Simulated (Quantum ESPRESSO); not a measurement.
# Band energies of AuCd

```
CELL_PARAMETERS angstrom
      3.36096     0.00000     0.00000
      0.00000     3.36096     0.00000
      0.00000     0.00000     3.36096
ATOMIC_POSITIONS crystal
  Cd 0.00000 0.00000 0.00000
  Au 0.50000 0.50000 0.50000
```

PBEsol (pw.x of Quantum ESPRESSO, ONCV potentials, without SOC); path ΓXMΓRX,MR; energies in eV from the Fermi level.

```
k (1/Å)  point  band 16  band 17  band 18  band 19  band 20  band 21  band 22  band 23
-------  -----  -------  -------  -------  -------  -------  -------  -------  -------
0.00         Γ    -4.80    -3.55    -3.55    -3.55     4.74     4.74     4.74     7.84
0.23              -4.74    -3.70    -3.70    -3.58     3.00     5.21     5.21     8.83
0.58              -4.53    -4.21    -4.21    -3.69    -0.72     7.37     7.37     9.60
0.93         X    -4.74    -4.46    -4.46    -3.75    -2.57    10.36    10.36    10.56
1.25              -4.86    -4.27    -3.75    -3.54    -2.51     6.49     7.00    10.79
1.56              -4.06    -3.90    -3.73    -2.34    -2.26     2.74     3.81    10.80
1.77              -3.75    -3.73    -3.27    -1.77    -1.67     0.77     2.48    10.78
1.87         M    -3.73    -3.73    -3.15    -1.55    -1.55     0.36     2.28    10.78
2.07              -3.81    -3.72    -3.48    -2.78    -1.03     1.10     3.21    10.66
2.38              -4.28    -4.17    -4.07    -3.68     0.66     1.62     7.09     8.92
2.68              -4.58    -4.21    -4.04    -3.62     2.38     2.62     6.70    10.30
2.99              -4.77    -3.67    -3.67    -3.56     3.92     4.30     5.10     8.94
3.19         Γ    -4.80    -3.55    -3.55    -3.55     4.74     4.74     4.74     7.84
3.49              -4.77    -3.87    -3.66    -3.66     3.67     4.37     4.37    10.21
3.80              -4.60    -4.20    -3.96    -3.96     2.71     3.62     3.62    12.01
4.10              -4.64    -3.98    -3.98    -3.38     2.24     3.08     3.08     7.81
4.41              -5.16    -3.48    -3.48    -1.02     2.07     3.12     3.12     4.71
4.61              -5.44    -3.21    -3.21     0.88     2.08     3.52     3.52     3.63
4.81         R    -5.54    -3.12    -3.12     1.81     2.12     3.89     3.89     3.89
4.90              -5.52    -3.15    -3.13     1.62     2.11     3.52     3.72     3.95
5.19              -5.20    -3.55    -3.31    -0.22     0.75     3.41     3.74     4.85
5.47              -4.86    -4.18    -3.67    -1.79    -1.29     4.75     5.01     6.52
5.75              -4.75    -4.58    -3.76    -3.00    -2.42     6.65     7.27     8.06
5.94              -5.00    -4.49    -3.90    -3.75    -2.54     8.39     9.02     9.36
6.13         X    -4.74    -4.46    -4.46    -3.75    -2.57    10.36    10.36    10.56
6.13         M    -3.73    -3.73    -3.15    -1.55    -1.55     0.36     2.28    10.78
6.44              -4.45    -4.20    -3.15    -0.36    -0.36     0.45     2.23     8.83
6.76              -5.25    -3.52    -3.13     0.93     1.84     1.84     2.14     6.14
7.07         R    -5.54    -3.12    -3.12     1.81     2.12     3.89     3.89     3.89
```

A metal at this level: along this path bands 19, 20 cross the Fermi level.

Spin-orbit coupling is left out; for elements this heavy it splits bands near the Fermi level.

Geometry of the Materials Project entry, not relaxed at this level.
